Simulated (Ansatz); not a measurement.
Data:

CaZn2Sb2:
```xyz
5
Lattice="4.4111 0.0000 0.0000 -2.2056 3.8201 0.0000 0.0000 0.0000 7.3412" Properties=species:S:1:pos:R:3 pbc="T T T"
Ca     0.0000     0.0000     0.0000
Zn     0.0000     2.5467     4.6423
Zn     2.2056     1.2734     2.6988
Sb     0.0000     2.5467     1.8832
Sb     2.2056     1.2734     5.4580
```

This is the PBEsol-relaxed structure.

Task: All from plane-wave PAW PBEsol (Ansatz code), unless another level is named. Predict the bulk modulus (Birch–Murnaghan fit).

Result: 49.5 GPa.

Task: Next, the highest zone-centre frequency?

Result: 184 cm⁻¹.

Space group P-3m1. The first step of the workflow began from a Materials Project structure, measured or hypothetical; the Crystallography Open Database files this formula in space group No. 164, but the cells were not matched. Whether it is the stable phase at ambient conditions was not checked. The cell was relaxed with PBEsol under the symmetry of its start; of distortions, only those at the zone centre were tested. A small band overlap can be real or an error of a semilocal functional. As this level gives no gap, phonon frequencies hold no LO–TO term and depend on the k-mesh and smearing (Fermi–Dirac, 0.1 eV here). Spin–orbit coupling is left out wherever it is not named.

Potentials: the later of the program's two PAW sets.
